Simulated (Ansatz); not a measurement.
A generator proposed this cell of Al5Rh.

```
Al Rh
1.0
     0.00000    3.51892    3.51892
     3.51892    0.00000    3.51892
     3.51892    3.51892    0.00000
Al Rh
5 1
Direct
  0.37522 0.87435 0.37522
  0.37522 0.37522 0.37522
  0.75000 0.75000 0.75000
  0.87435 0.37522 0.37522
  0.37522 0.37522 0.87435
  0.00000 0.00000 0.00000
```

Computed with DFT PBE, scalar-relativistic, plane waves, PAW in Ansatz. Plane waves to 420 eV, a k mesh through Γ of 4×4×4 on the computed 6-atom cell and Gaussian smearing (0.10 eV); no spin polarisation.

Formation energies are uncorrected and refer to the elements' standard structures at the same level.

Task: Estimate its pressure, forces and energy as it stands.

Result: The pressure is 10.6 GPa (it wants to expand), the largest force is 0.10 eV/Å, and the energy is +0.09 eV/atom against the elements. The shortest distance is 2.48 Å.

Task: Is it a good guess?

Result: A fair one: relaxing gains under 0.1 eV/atom (the start's value is from the coarse mesh, so the gain is rough) in 7 ionic steps and ends at +0.04 eV/atom on the finer mesh. The symmetry stays F-43m (No. 216). The volume per atom grows by 9.7 %, from 14.5 to 15.9 Å³. The shortest distance goes from 2.48 Å (Al–Al) to 2.56 Å (Al–Al). Conventional cell: a = 7.258 Å. Around Al on a site of symmetry 3m lie 6 Al at 2.56–2.57 Å, 3 Al at 3.01 Å and 3 Rh at 3.01 Å; Al on a site of symmetry -43m has 12 Al at 3.01 Å and 4 Rh at 3.14 Å; around Rh lie 16 Al at 3.01–3.14 Å.

The last run used a 10×10×10 mesh for its 6-atom cell and Gaussian smearing of 0.10 eV. For metals, differences of a few meV/atom aren't resolved. The cell is a metal run without spin; a magnetic state may lie lower. The relaxation can't lower the symmetry of the start, and the grade says only how near the guess is to its own end. A structure relaxed within its symmetry needn't be a true minimum.
